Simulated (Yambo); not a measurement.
A G0W0@LDA run in Yambo for Sr2MgH6 (space group P-3m1, No. 164) (3×3×4 Γ-centred k mesh, bands 5 to 155 and a 7 Ry block in the screening, 155 bands in G with the Bruneval-Gonze terminator, plasmon pole fitted at 27.2 eV) gives these matrix elements, in eV, at the band edges (K → Γ):

```json
[
 {"state": "valence edge", "E0": "0.000", "<Vxc>": "-11.263", "<Σx>": "-14.088", "<Σc(E0)>": "1.451", "Z": "0.794"},
 {"state": "conduction edge", "E0": "2.415", "<Vxc>": "-9.430", "<Σx>": "-4.887", "<Σc(E0)>": "-3.602", "Z": "0.825"}
]
```

Question: Solve the linearised quasiparticle equation for both states, give the gap, and say how exchange and correlation each act on it.

Answer: E = E0 + Z(Σx + Σc − Vxc). Valence: 0.000 + 0.794 × (-14.088 + (1.451) − (-11.263)) = -1.09 eV. Conduction: 2.415 + 0.825 × (-4.887 + (-3.602) − (-9.430)) = 3.19 eV. The gap is 4.28 eV, against 2.41 eV in LDA. Replacing Vxc by bare exchange alone would open it by 7.37 eV; correlation takes back 5.05 eV of that, and Z scales what is left. Nearest settings tried, and what they do to the gap: 100 bands in G: -4 meV; 100 bands in W, 100 bands in G: -18 meV; 3 Ry block (71 vectors against 253): -261 meV; 3×3×2 mesh: -19 meV. So the settings aren't converged at that level. 

Geometry of the Materials Project entry, not relaxed at this level; primitive cell a = b = 5.4754 Å, c = 4.1885 Å, α = β = 90.00°, γ = 120.00°.

The structure is a Materials Project entry; no match was found in the copy of COD used, and its stability was not checked.
